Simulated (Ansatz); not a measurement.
The geometry is COD entry 1540230, unchecked; take it as a test cell. The listed cell was then made from it by scaling, straining or moving an atom.

An input for ZrZn: DFT, PBEsol, all-electron LAPW, scalar-relativistic (Ansatz 0.2.0).

Command: `ansatz run input.yaml --threads 1 --pin off --max-ram 3072MiB --backend cpu --events-out ev --progress --plain --runs-dir out` The run took 26 s on 1 thread of Intel(R) Xeon(R) Platinum 8488C (Sapphire Rapids), on a shared host, peak memory 0.57 GiB.

```yaml
crystal:
  lattice:
    - [3.26928, 0.0, 0.0]
    - [0.0, 3.26928, 0.0]
    - [0.0, 0.0, 3.336]
  atoms:
    - { symbol: Zr, position: [0.5, 0.5, 0.5] }
    - { symbol: Zn, position: [0.0, 0.0, 0.0] }
kpoints:
  mp_grid: { grid: [10, 10, 10] }
  band_path:
    path:
      - [0.0, 0.0, 0.0]
      - [0.0, 0.5, 0.0]
      - [0.5, 0.5, 0.0]
      - [0.0, 0.0, 0.0]
      - [0.0, 0.0, 0.5]
      - [0.0, 0.5, 0.5]
      - [0.5, 0.5, 0.5]
      - [0.0, 0.0, 0.5]
      - [0.0, 0.5, 0.0]
    npoints: 5
scf:
  occupations: { method: fermi_dirac, width: 0.08 }
hamiltonian:
  xc: pbesol
  pseudopotentials: { kind: all_electron, lapw: { basis_error: 0.0005 } }
output:
  forces: true
  stress: true
  eigenvalues: true
```

The results part of the log:

```
SCF 1 converged in 10 iterations: F = -146707.449311 eV  dr2 = 1.75e-8
NSCF: frozen V_eff on 41 k-points
SCF converged after 10 iterations
Free energy (F): -146707.449311 eV
Harris-Foulkes:  -146707.449311 eV  (|F-HF|=6.52e-9)
Internal energy: -146707.435193 eV  (E = F + TS)
E sigma→0 (E₀):  -146707.442252 eV
Entropy (-TS):   -0.014118 eV (-7.059 meV/atom)
Fermi energy:    16.037176 eV
--- Per-component energies (eV) ---
  E_band       = -3861.098744
  E_kinetic    = 150813.112801
  E_xc         = -4966.831683
  E_electrostatic = -292553.716311  (all electrons and nuclei)
  E_smearing   = -0.014118  (= −TS)
  E_closure    = 0.000000  (closes the sum)
  E_atoms      = -146697.416228  (free atoms, spherical and without spin; not in F)
  Σ components = -146707.449311   (vs F -146707.449311, Δ=0.00e0)
  Basis errors (estimates in eV, not in F): energy 1.2e-4 per atom: plane waves 1.0e-4 (5.4e-5 summed), levels above the bands 2.4e-34, relativity 1.3e-8, radial functions 1.9e-5, core shells 5.7e-7; eigenvalues (radial functions only) 9.4e-7; not estimated: angular momenta, meshes, grids; target (lapw.basis_error) 5.0e-4; muffin-tin radii Zn 1.442 Å, Zr 1.409 Å
--- Forces (eV/Å), atoms counted from 1 ---
  atom   1  Zr    -0.00000000    -0.00000000     0.00000000
  atom   2  Zn    -0.00000000    -0.00000000     0.00000000
  max |Σ_I F_I| component: 6.11e-30 eV/Å
--- Stress (GPa, compression-positive) ---
        0.444114       0.000000       0.000000
        0.000000       0.444114       0.000000
        0.000000       0.000000      -0.426173
  P = ⅓ Tr σ = 0.1540 GPa (1.540 kbar)
--- Band table (eV; the first three rows and the last of 126) ---
  k-point 0: bands = ["-295.2788", "-295.2777", "-295.2777", "-152.7094", "-152.7094", "-152.7091", "-152.6961", "-152.6942", "-109.6805", "-63.9904", "-63.9881", "-63.9881", "-32.6606", "-10.5726", "-10.5224", "-10.5224", "7.9805", "8.6924", "8.6933", "9.0620", "9.0620", "9.0819", "15.1025", "15.1231", "19.6161", "19.6161", "19.7481", "21.3332", "21.8225"]
  k-point 1: bands = ["-295.2788", "-295.2777", "-295.2777", "-152.7094", "-152.7094", "-152.7091", "-152.6961", "-152.6942", "-109.6805", "-63.9905", "-63.9881", "-63.9881", "-32.6576", "-10.6121", "-10.5193", "-10.5193", "8.1523", "8.7073", "8.7268", "9.0589", "9.0589", "9.0857", "15.1212", "15.1231", "19.0708", "19.0708", "19.7514", "20.8206", "22.5071"]
  k-point 2: bands = ["-295.2788", "-295.2777", "-295.2777", "-152.7094", "-152.7094", "-152.7091", "-152.6961", "-152.6942", "-109.6805", "-63.9907", "-63.9881", "-63.9881", "-32.6498", "-10.7142", "-10.5112", "-10.5112", "8.6202", "8.7444", "8.8471", "9.0511", "9.0511", "9.0957", "14.9392", "15.1721", "18.1970", "18.1970", "19.7602", "20.0746", "23.8063"]
  k-point 125: bands = ["-295.2788", "-295.2777", "-295.2777", "-152.7094", "-152.7094", "-152.7091", "-152.6961", "-152.6942", "-109.6804", "-63.9911", "-63.9890", "-63.9890", "-32.5545", "-10.8736", "-10.8736", "-10.8417", "8.9061", "8.9159", "8.9159", "9.3007", "9.3191", "13.1514", "13.2028", "13.2028", "16.4976", "21.1208", "21.3151", "22.0276", "22.1224"]
```
